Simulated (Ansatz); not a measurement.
## Computed sliding energy of a bilayer: Bi2Te3 (Bi2Te3 type, space group R-3m)

Interlayer sliding in a free bilayer taken from bulk Bi$_{2}$Te$_{3}$ (Bi2Te3 type, space group R-3m): the upper half of the atoms below is shifted in the plane.

```xyz
10
Lattice="4.3157 0.0000 0.0000 2.1578 3.7375 0.0000 0.0000 0.0000 32.3346" Properties=species:S:1:pos:R:3 pbc="T T T"
Te     1.0789     0.6229     7.4977
Bi     3.2367     1.8687     9.2158
Te    -1.0789    -0.6229    11.2237
Bi     1.0789     0.6229    13.2218
Te     3.2367     1.8687    14.9565
Te    -1.0789    -0.6229    17.3781
Bi     1.0789     0.6229    19.1128
Te    -3.2367    -1.8687    21.1108
Bi    -1.0789    -0.6229    23.1188
Te     1.0789     0.6229    24.8368
```

In-plane vectors a = (4.316, 0.000) Å, b = (2.158, 3.737) Å, area 16.13 Å². The shift is s times the vector a (length 4.316 Å), so s = 1 restores the start. Atoms relax along the normal only. γ = [E(shift) − E(0)] / area.

Level of theory: PBEsol-D3(BJ) (plane waves to 420 eV, PAW, scalar-relativistic; Ansatz, an electronic-structure program). k mesh 9×9×1 (Γ-centred), Fermi-Dirac smearing 0.05 eV. E is the zero-smearing estimate. Forces were relaxed to 0.02 eV/Å only, which leaves the soft interlayer gap uncertain by some hundredths of an Å. Bi2Te3 was relaxed with its symmetry unable to fall. Spin-orbit coupling is left out, though Bi and Te are heavy. The PAW data are Ansatz's earlier set. γ is measured from zero shift.

| shift (Å) | γ (meV/Å²) | gap between the layers (Å) |
|---|---|---|
| 0.000 | 0.0 | 2.42 |
| 0.360 | 2.5 | 2.51 |
| 0.719 | 7.4 | 2.72 |
| 1.079 | 11.7 | 2.92 |
| 1.439 | 14.5 | 3.09 |
| 1.798 | 16.1 | 3.18 |
| 2.158 | 16.6 | 3.21 |
| 2.517 | 16.1 | 3.18 |
| 2.877 | 14.5 | 3.09 |
| 3.237 | 11.7 | 2.92 |
| 3.596 | 7.4 | 2.72 |
| 3.956 | 2.5 | 2.51 |

Summary:

```
Property                                                                                                                 Value
---------------------------------------------------------------  -------------------------------------------------------------
Highest computed γ on the line                                                                                       266 mJ/m²
Position of the highest point                                                                                        s = 0.500
Local minima between the ends                                                                         no computed point is one
Steepest slope dγ/d(shift) before the first maximum (spline)                                                           2.3 GPa
Stacking at the highest point                                                                   no atom directly above another
Stacking at the lowest point                                     s = 0.000, Bi above Bi, Bi above Te, Te above Bi, Te above Te
Rise of the interlayer gap from the lowest to the highest point                                                          0.8 Å
```

(The slope of γ gives the shear force per area between the displaced halves; near zero shift its curvature is an elastic stiffness.)
